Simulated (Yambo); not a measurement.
## Optical response of SrHI

```
CELL_PARAMETERS angstrom
      4.29119     0.00000     0.00000
      0.00000     4.29119     0.00000
      0.00000     0.00000     8.19040
ATOMIC_POSITIONS crystal
  H  0.50000 0.50000 0.00000
  H  0.00000 0.00000 0.00000
  Sr 0.00000 0.50000 0.15602
  Sr 0.50000 0.00000 0.84398
  I  0.00000 0.50000 0.66477
  I  0.50000 0.00000 0.33523
```

Yambo, RPA with local fields on PBEsol bands; 4×4×2 mesh, 116 bands, 3 Ry local-field block, 0.2 eV broadening; field along x.

```tsv
E (eV)	Im ε	Re ε	Im ε, independent particles
0.0	0.00	4.39	0.00
0.6	0.02	4.42	0.03
1.2	0.05	4.53	0.06
1.9	0.08	4.72	0.10
2.5	0.14	5.04	0.17
3.1	0.25	5.61	0.32
3.8	0.61	6.73	0.81
4.4	2.72	8.21	3.55
5.0	6.22	5.03	8.08
5.6	7.64	3.53	9.39
6.2	5.47	2.29	7.09
6.9	5.09	0.71	6.56
7.5	3.81	0.35	4.49
8.1	3.87	0.20	4.42
8.8	3.40	0.05	3.44
9.4	2.51	-0.20	2.67
10.0	2.19	-0.16	2.40
10.6	2.15	-0.44	1.93
11.2	1.62	-0.29	1.58
11.9	1.64	-0.18	1.45
12.5	1.15	-0.20	1.01
13.1	1.11	-0.06	0.87
13.8	0.91	-0.14	0.61
14.4	0.62	-0.11	0.41
15.0	0.56	0.16	0.42
15.6	0.49	0.35	0.40
16.2	0.43	0.37	0.35
16.9	0.45	0.53	0.35
17.5	0.40	0.61	0.29
18.1	0.44	0.61	0.27
18.8	0.45	0.65	0.34
19.4	0.34	0.75	0.50
20.0	0.56	0.87	1.31
```

Structure narrower than a few tenths of an eV can come from the finite k mesh. Convergence of the RPA response with its 4×4×2 mesh was not tested. No excitonic effects at this level.

Spin-orbit coupling is left out, which matters for elements this heavy: edges can move by tenths of an eV.

Geometry relaxed with PBE+D3(BJ).
